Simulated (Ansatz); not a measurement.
A geometry of MgS away from equilibrium: the start of the relaxation of a relaxed MgS cell, doubled along one cell vector, shaken by Gaussian noise of σ = 0.08 Å a coordinate. Method: r2SCAN (plane waves to 500 eV, PAW, scalar-relativistic; Ansatz, a quantum-chemistry and plane-wave program). Γ-centred k-mesh 6×11×11 on the run's cell, Fermi–Dirac smearing 0.05 eV.

```xyz
4
Lattice="0.0000 5.2032 5.2032 2.6016 0.0000 2.6016 2.6016 2.6016 0.0000" Properties=species:S:1:pos:R:3 pbc="T T T"
Mg     0.0701    -0.0409     0.0277
Mg     0.0879     2.6078     2.6492
S      2.4414     2.4587     2.5998
S      2.6641     5.1404     5.2143
```

Question: Which atoms carry the largest force, and which way does it point?

Answer: 1.22 eV/Å, on S3 (atoms numbered as listed); on S3 its components are (1.21, 0.15, -0.06).

Question: What is the pressure?

Answer: +1.4 GPa, compression positive.

Question: How far above the relaxed end point is this geometry?

Answer: 0.04 eV/atom; the path ends in Fm-3m (No. 225) (rock salt type).

No spin polarisation in the result.
